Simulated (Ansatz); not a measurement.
Polymorphs of SiGe, each relaxed with plane-wave PAW r²SCAN (Ansatz code):

A: NiAs type (P6_3/mmc), a = b = 3.665 Å, c = 6.189 Å, α = β = 90.00°, γ = 120.00°

B: R-3m, a = b = 2.875 Å, c = 14.154 Å, α = β = 90.00°, γ = 120.00°

C: wurtzite (P6_3mc), a = 3.904 Å, b = 3.904 Å, c = 6.453 Å, α = 90.00°, β = 90.00°, γ = 120.00°

D: I-4m2, a = b = 3.925 Å, c = 27.773 Å, α = β = γ = 90.00°

Question: Put the candidates in order of energy per atom at 0 K, lowest first, for r²SCAN.

Answer: D (+0 meV/atom), C (+19 meV/atom), A (+514 meV/atom), B (+745 meV/atom)

Question: Give each one's gap.

Answer: A no gap; B no gap; C 0.66 eV; D 0.53 eV.

Constructed cells (a structure type filled with these elements, in neither database checked): A. Typed or built starts, not in the databases checked: B; D. Standing as an ambient phase not checked: C. All cells were relaxed under the symmetry of their starts (and spin orders); stability against distortions was not tested throughout. Scalar-relativistic: spin–orbit coupling is off unless named, which matters more the heavier the elements.

Energies hold the estimated change up to a 700 eV cutoff; steps of a few meV lie near the error of the meshes.

Potentials: the earlier of the program's two PAW sets. The files were generated under PBE; for other functionals the program regenerates the frozen cores, and for LDA and PBEsol the local potential too.
